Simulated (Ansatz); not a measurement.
ZrS₂ (CdI2 type)

```
CELL_PARAMETERS angstrom
      3.63482     0.00000     0.00000
     -1.81741     3.14785     0.00000
      0.00000     0.00000     5.71966
ATOMIC_POSITIONS crystal
  Zr 0.00000 0.00000 0.00000
  S  0.33333 0.66667 0.25534
  S  0.66667 0.33333 0.74466
```

E(V) scan at fixed shape, V₀ the volume above. The atoms relax within the cell's symmetry.

Level of theory: PBE-D3(BJ) (plane waves to 420 eV, PAW, scalar-relativistic; Ansatz, a program for electronic structure). k mesh 11×11×6 (Γ-centred), Fermi-Dirac smearing 0.05 eV. E stands for the smeared free energy. Stress and pressure are positive under compression. With the shape held, the modulus is that of even scaling; a crystal free to change shape is softer. ZrS2 is run without spin polarisation. ZrS2 was relaxed with its symmetry unable to fall. The zero of ΔE is the relaxed starting cell.

```tsv
V (Å³/atom)	ΔE (meV/atom)
19.633	37.1
19.997	25.0
20.360	15.5
20.724	8.4
21.087	3.6
21.451	0.9
21.814	0.0
22.178	0.8
22.542	3.2
22.905	7.1
23.269	withheld
23.632	18.6
23.996	26.1
```

Fit a third-order Birch-Murnaghan form (E₀, V₀, B₀, B₀′ free) to the given rows and predict ΔE at V = 23.269.

Least squares on the 12 given rows: ΔE = E₀ + (9V₀B₀/16)·y²·[2 + (B₀′ − 4)y], y = (V₀/V)^(2/3) − 1, with V₀ = 21.815 Å³/atom, B₀ = 45.36 GPa (160.2 GPa = 1 eV/Å³; the term in eV is multiplied by 1000), B₀′ = 4.25, E₀ = -0.01 meV/atom; root-mean-square residual 0.03 meV/atom. At 23.269 the fit gives 12.2 meV/atom; the calculation gives 12.2 meV/atom, the same to the digits shown. For the pressure the fit gives -2.55 GPa against the computed -2.53 GPa.

(Under strain, the slope of the energy per volume gives the stress and its curvature an elastic modulus.)
